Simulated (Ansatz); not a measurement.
Relaxed BAs (zinc blende):

```yaml
crystal:
  lattice:
    - [0.00000, 2.39195, 2.39195]
    - [2.39195, 0.00000, 2.39195]
    - [2.39195, 2.39195, 0.00000]
  atoms:
    - { symbol: As, position: [0.75000, 0.75000, 0.75000] }
    - { symbol: B, position: [0.00000, 0.00000, 0.00000] }
```

In this cell atom 1 (As, nearest neighbour B at 2.071 Å; its periodic images, 3.4 Å or more away, move with it) is moved by s along Cartesian [110], unit vector (0.707, 0.707, 0.000); all other atoms and the cell stay fixed.

These are r2SCAN (plane waves to 500 eV, PAW, scalar-relativistic; Ansatz, an electronic-structure program) values and carry that method's errors. k mesh 10×10×10 (Γ-centred), Fermi-Dirac smearing 0.05 eV. As the smearing reaches across the gap at some points, energies and forces of such displacements shift with the k mesh and the smearing. F∥ is the force on the atom along that direction. BAs was relaxed with its symmetry unable to fall. 

```
s (Å)   F∥ (eV/Å)
------  ---------
-0.410      6.607
-0.328      5.339
-0.246      4.057
-0.164      2.751
-0.082      1.384
0.000       0.000
0.082      -1.384
0.164      -2.751
0.246      -4.057
0.328      -5.339
0.410      -6.607
```

Problem. What is the force constant k = d²E/ds² of this move at s = 0?

Solution. 16.9 eV/Å². The forces along the line at the two nearest points give (1.384 − (-1.384)) / (2·0.082) = 16.88 eV/Å²; the next pair corrects for the finite step.

(A displaced cell: forces are minus the slopes of the energy, force constants its curvatures, and phonons follow from these.)
